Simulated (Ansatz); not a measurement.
### Question
Each is relaxed and computed with DFT-PBE in the program Ansatz with PAW potentials. Which is the only metal?
A. SiGe, Pmma (Si on 2e, Si on 2f, Ge on 2e, Ge on 2f)
B. V3Ge, Fm-3m (Ge on 4a, V on 4b, V on 8c)
C. GeS2, R-3m (Ge on 3a, S on 6c)
D. Ca6Sb2PN, Fm-3m (Ca on 24e, Sb on 8c, P on 4a, N on 4b)

### Answer
B, V3Ge, Fm-3m (Ge on 4a, V on 4b, V on 8c). V3Ge: metal; SiGe: gap 0.37 eV (indirect); Ca6Sb2PN: gap 0.63 eV (direct); GeS2: gap 0.67 eV (indirect). Spin orders computed, not proven ground states: V3Ge, Fm-3m (Ge on 4a, V on 4b, V on 8c) ferrimagnetic. Constructed cells (a structure type filled with these elements, in neither database checked): V3Ge, Fm-3m (Ge on 4a, V on 4b, V on 8c); GeS2, R-3m (Ge on 3a, S on 6c). Typed or built starts, not in the databases checked: SiGe, Pmma (Si on 2e, Si on 2f, Ge on 2e, Ge on 2f); Ca6Sb2PN, Fm-3m (Ca on 24e, Sb on 8c, P on 4a, N on 4b). Weakly bound layers, chains or molecules computed without a dispersion correction, so cells and soft constants are ill determined: GeS2, R-3m (Ge on 3a, S on 6c). All cells were relaxed under the symmetry of their starts (and spin orders); stability against distortions was not tested throughout. Spin–orbit coupling is left out wherever it is not named.

Potentials: the later of the program's two PAW sets.
